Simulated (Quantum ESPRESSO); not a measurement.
```cif
data_BiNSr3
_chemical_formula_sum 'N1 Sr3 Bi1'
_space_group_name_H-M_alt 'P 1'
_space_group_IT_number 1
_cell_length_a 5.23494
_cell_length_b 5.23494
_cell_length_c 5.23494
_cell_angle_alpha 90.000
_cell_angle_beta 90.000
_cell_angle_gamma 90.000
loop_
_space_group_symop_operation_xyz
  'x, y, z'
loop_
_atom_site_label
_atom_site_type_symbol
_atom_site_fract_x
_atom_site_fract_y
_atom_site_fract_z
_atom_site_occupancy
N1 N 0.50000 0.50000 0.50000 1
Sr1 Sr 0.50000 0.50000 0.00000 1
Sr2 Sr 0.00000 0.50000 0.50000 1
Sr3 Sr 0.50000 0.00000 0.50000 1
Bi1 Bi 0.00000 0.00000 0.00000 1
```

The geometry is that of Materials Project entry mp-570008, symmetrised and not relaxed again.

Q: What does norm-conserving PBEsol (Quantum ESPRESSO, 84 Ry, with spin-orbit coupling) give for the electronic structure near the Fermi level?

A: Along the path the PBEsol gap is only about 0.01 eV, below what this setup resolves reliably; no G0W0 run was built on it. Semilocal functionals shrink small gaps, and the order of the bands at the edge may be inverted. The cell is held in this high symmetry; tilts and polar distortions were not searched.

The structure is a Materials Project entry; no match was found in the copy of COD used, and its stability was not checked.
